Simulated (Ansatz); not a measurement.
## Na2BrCl: what symmetry allows forces and stress to be

```yaml
crystal:
  lattice:
    - [2.04396, 1.18008, 6.28460]
    - [-2.04396, 1.18008, 6.28460]
    - [0.00000, -2.36017, 6.28460]
  atoms:
    - { symbol: Na, position: [0.24994, 0.24994, 0.24994] }
    - { symbol: Na, position: [0.75006, 0.75006, 0.75006] }
    - { symbol: Br, position: [0.50000, 0.50000, 0.50000] }
    - { symbol: Cl, position: [0.00000, 0.00000, 0.00000] }
```

Level of theory: DFT PBEsol, scalar-relativistic, plane waves, PAW (Ansatz).

Settings: cutoff 420 eV, Γ-centred mesh 9×9×9 on the computed 4-atom cell, Gaussian smearing of 0.02 eV; no spin polarisation.

This distorted cell has space group R-3m, with 12 operations.

Problem. Without a calculation: in which directions can each atom feel a force?

Solution. A force must be left unchanged by every operation that keeps its atom in place, so it lies in the space that those operations leave fixed. Atoms that the group maps onto each other feel forces of one size.
```json
{"atom": "Na1", "site symmetry": "3m", "operations at the site": "6", "equivalent to atom": "1", "allowed force (Cartesian)": "along (0.00, 0.00, 1.00)"}
{"atom": "Na2", "site symmetry": "3m", "operations at the site": "6", "equivalent to atom": "1", "allowed force (Cartesian)": "along (0.00, 0.00, 1.00)"}
{"atom": "Br3", "site symmetry": "-3m", "operations at the site": "12", "equivalent to atom": "3", "allowed force (Cartesian)": "none"}
{"atom": "Cl4", "site symmetry": "-3m", "operations at the site": "12", "equivalent to atom": "4", "allowed force (Cartesian)": "none"}
```

That leaves 1 independent force component of 12. A relaxation in this cell that keeps the symmetry moves the atoms in these directions alone.

Problem. And the stress tensor?

Solution. It must be invariant under the point group, which leaves 2 independent components: yz, xz, xy vanish; xx = yy.

Problem. Do the computed values obey this?

Solution. Yes. Forces (eV/Å):
```
Na1  0.000  0.000  0.337
Na2  0.000  0.000 -0.337
Br3  0.000  0.000  0.000
Cl4  0.000  0.000  0.000
```

Stress (GPa, compression positive, xx yy zz yz xz xy): 1.18 1.18 2.27 0.00 0.00 0.00. The program imposes the same operations on density, forces and stress, so this confirms the analysis and is no independent test of the calculation.